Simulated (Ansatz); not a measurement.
This run works on a generated trial structure, not on a known crystal.

Input and command of a plane-wave DFT calculation in Ansatz:

```yaml
crystal:
  lattice:
    - [3.4876516844, 0.0, 0.0]
    - [0.0, 3.4876516844, 0.0]
    - [0.0, 0.0, 4.9581293189]
  atoms:
    - { symbol: Hf, position: [0.5, 0.0, 0.7370628716] }
    - { symbol: Hf, position: [0.0, 0.5, 0.2629371284] }
    - { symbol: "N", position: [0.0, 0.0, 0.5] }
    - { symbol: O, position: [0.5, 0.5, 0.0] }
basis:
  ecutwfc: 420
kpoints:
  mp_grid: { grid: [14, 14, 10] }
hamiltonian:
  xc: pbe
scf:
  occupations: { method: gaussian, width: 0.1 }
output:
  forces: true
  stress: true
  eigenvalues: true
relax:
  adjacent_minimum: "off"
  f_tol: 0.01
  max_steps: 80
  cell: { stress_tol: 0.05 }
```

```bash
ansatz run input.yaml --threads 1 --pin off --max-ram 2560MiB --backend cpu --events-out ev --progress --plain --runs-dir out
```

Processor: Intel(R) Xeon(R) Platinum 8259CL CPU @ 2.50GHz (Skylake/Cascade Lake), 1 thread, on a host shared with other jobs.

How long does it run, and how much memory does it take?

About 3.4 min, peak memory 0.69 GiB. It solves 38 bands at 216 k points (after reduction by symmetry) with about 1181 plane waves (on the last cell), in 30 SCF iterations over 5 ionic steps.
